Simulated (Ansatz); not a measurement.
**Guessed and relaxed cells of YPt2S4**

The cell of YPt2S4 is invented: Y between sheets of the FeS2 type, stage 2 (P-3m1, No. 164) (host PtS2; sites filled 1 of 1). A sheet's type names the database crystal that the layer was cut from. Lengths were set from tabulated atomic sizes, so they are only a guess.

start.xyz

```xyz
7
Lattice="3.6119 0.0000 0.0000 -1.8059 3.1280 0.0000 0.0000 0.0000 12.4844" Properties=species:S:1:pos:R:3 pbc="T T T"
Y     0.0000    0.0000    0.0000
Pt    1.8059    1.0427    8.9929
Pt    0.0000    2.0853    3.4915
S     0.0000    2.0853   10.2587
S     0.0000    0.0000    7.7272
S     0.0000    0.0000    4.7572
S     1.8059    1.0427    2.2257
```

The calculation used DFT PBE+D3(BJ), scalar-relativistic, plane waves, PAW (Ansatz 0.2.0). Cutoff 420 eV, Gaussian smearing, Γ-centred meshes. Cell and atoms relax first on a coarse mesh and then on a finer one. In between, the cell is made exact in the group found at 0.06 Å. In metals the finer mesh still leaves noise of several meV/atom or more. The steps can't lower the symmetry of their start. No spin polarisation in the relaxation; trial moments died out in a coarse test.

end.xyz

```xyz
7
Lattice="3.9302 0.0000 0.0000 -1.9651 3.4036 0.0000 0.0000 0.0000 9.6896" Properties=species:S:1:pos:R:3 pbc="T T T"
Y     0.0000    0.0000    0.0000
Pt    1.9651    1.1345    7.0992
Pt    0.0000    2.2691    2.5904
S     0.0000    2.2691    8.1944
S     0.0000    0.0000    5.8629
S     0.0000    0.0000    3.8267
S     1.9651    1.1345    1.4952
```

The symmetry stays P-3m1 (No. 164). The volume per atom shrinks by 8.1 %, from 20.1 to 18.5 Å³. The shortest distance goes from 2.44 Å (Pt–S) to 2.04 Å (S–S). The ratio c/a of the conventional cell changes by a factor of 0.71. The energy falls by about 0.21 eV/atom (the start's value is from the coarse mesh).

```
Volume per atom                            : 18.52 Å³
Density                                    : 7.78 g/cm³
Formation energy                           : −0.59 eV/atom
Gap on the 12×12×4 mesh of the 7-atom cell : 0 eV (a metal)
```

The zero of energy is the elements' standard structures at the same level; no fitted shifts are applied. Whether it is stable depends on the other phases of the system, which aren't compared here.

The last run used Gaussian smearing of 0.10 eV. These runs have no spin–orbit coupling, which can matter for Pt. An odd number of electrons in the primitive cell allows no gap without spin; a larger cell or a magnetic state could open one. A structure relaxed within its symmetry needn't be a true minimum. In all, the 3 runs took 6.1 min on 1 thread of Intel(R) Xeon(R) Processor @ 2.50GHz (Skylake/Cascade Lake), on a shared host.
